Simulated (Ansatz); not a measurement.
MoPt:
```cif
data_Mo4Pt4
_chemical_formula_sum 'Pt4 Mo4'
_space_group_name_H-M_alt 'Fm-3m'
_space_group_IT_number 225
_space_group_name_Hall '-F 4 2 3'
_cell_length_a 5.21640
_cell_length_b 5.21640
_cell_length_c 5.21640
_cell_angle_alpha 90.000
_cell_angle_beta 90.000
_cell_angle_gamma 90.000
loop_
_atom_site_label
_atom_site_type_symbol
_atom_site_symmetry_multiplicity
_atom_site_Wyckoff_symbol
_atom_site_fract_x
_atom_site_fract_y
_atom_site_fract_z
_atom_site_occupancy
Pt1 Pt 4 a 0.00000 0.00000 0.00000 1
Mo1 Mo 4 b 0.50000 0.50000 0.50000 1
```
(The calculation used a cell of 2 atoms; values per cell refer to that cell.)

Relaxed with r²SCAN.

Question: Tabulate the valence density and the electron localisation function along the shortest Pt–Mo contact (2.61 Å), DFT-r²SCAN in the program Ansatz with PAW potentials.

Answer: 

| distance from Pt (Å) | density (e/Å³) | ELF |
|---|---|---|
| 0.26 | 10.44 | 0.59 |
| 0.39 | 8.76 | 0.57 |
| 0.52 | 6.62 | 0.56 |
| 0.65 | 4.34 | 0.53 |
| 0.78 | 2.40 | 0.47 |
| 0.91 | 1.26 | 0.39 |
| 1.04 | 0.79 | 0.35 |
| 1.17 | 0.58 | 0.34 |
| 1.30 | 0.50 | 0.33 |
| 1.43 | 0.52 | 0.30 |
| 1.56 | 0.68 | 0.34 |
| 1.70 | 1.11 | 0.48 |
| 1.83 | 1.98 | 0.64 |
| 1.96 | 3.32 | 0.74 |
| 2.09 | 4.87 | 0.76 |
| 2.22 | 6.17 | 0.70 |
| 2.35 | 6.85 | 0.55 |

The density is the valence pseudo-density with augmentation charge, so density and ELF within about 1 Å of a nucleus are not all-electron values.

The start of the workflow was typed in or built on a structure type; neither database checked (COD, Materials Project) lists it. Its standing as an ambient phase is unchecked. The r²SCAN relaxation kept the symmetry of its start; whether a distortion lowers the energy is not shown. No spin polarisation was allowed. The volume moved by 16 % from the start of the relaxation. Its formation energy is positive at this level, so the cell may be metastable or incomplete. Scalar-relativistic: spin–orbit coupling is off unless named, which matters more the heavier the elements.

Potentials: the earlier of the program's two PAW sets.
